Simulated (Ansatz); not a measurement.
## Electric field gradients in CdTe2

Computed with DFT PBEsol, scalar-relativistic, plane waves, PAW (Ansatz 0.2.0). Cutoff 420 eV, 8×8×8 k-points (Γ-centred), Fermi-Dirac smearing of 0.15 eV. No spin polarisation.

The cell, relaxed at this level:
```yaml
crystal:
  lattice:
    - [-3.27738, 3.27738, 3.88556]
    - [3.27738, -3.27738, 3.88556]
    - [3.27738, 3.27738, -3.88556]
  atoms:
    - { symbol: Cd, position: [0.75000, 0.75000, 0.00000] }
    - { symbol: Cd, position: [0.25000, 0.25000, 0.00000] }
    - { symbol: Te, position: [0.34920, 0.84920, 0.19840] }
    - { symbol: Te, position: [0.84920, 0.65080, 0.50000] }
    - { symbol: Te, position: [0.65080, 0.15080, 0.80160] }
    - { symbol: Te, position: [0.15080, 0.34920, 0.50000] }
```

The cell was built by swapping an element in a database structure (itself possibly hypothetical) and relaxing; it need not be the stable form of this composition. In a metal these results depend on the k mesh and the smearing. Spin–orbit coupling is left out, which matters for gradients at heavy nuclei.

Give V_zz (10²¹ V/m²) and the asymmetry η at each distinct site.

## Answers

```tsv
atom	V_zz	η
Cd (atom 1)	0.232	0.00
Te (atom 3)	45.85	0.62
```

Cost: 1 run of about 0.29 core-minutes, on Intel Xeon Platinum 8488C (Sapphire Rapids) (shared hosts).